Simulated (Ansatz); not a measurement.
Values for one crystal, relaxed and computed with the program Ansatz at the PBE level (PAW); other levels are named.

| Item | Result |
|---|---|
| Volume per atom | 14.49 Å³ |
| Electronic character | metallic (no gap) |
| Pressure derivative B′ | 4.4 |
| Bulk modulus (Birch–Murnaghan fit) | 234 GPa |
| Formation energy from the elements (no fitted shifts) | 0.84 eV/atom |
| Gap with spin–orbit coupling | none (metallic) |
| Density of states at the Fermi level | 1.6 states/eV per atom (mean over ±0.08 eV) |

Task: Pick the material that matches.
A. AgW, rock salt
B. AlAg, rock salt
C. CoW, rock salt
D. TaRu, rock salt

Result: C, CoW, rock salt

Space group Fm-3m (rock salt). The start of the workflow was typed in or built on a structure type; neither database checked (COD, Materials Project) lists it. Its standing as an ambient phase is unchecked. The PBE relaxation kept the symmetry of its start; its stability against distortions is not shown here. The workflow began spin-polarised and lost its moments. Its formation energy is positive at this level, so the cell may be metastable or incomplete. The references are the lowest solids computed at this level, not always the standard phases. Spin–orbit coupling is left out wherever it is not named.

Potentials: the earlier of the program's two PAW sets.
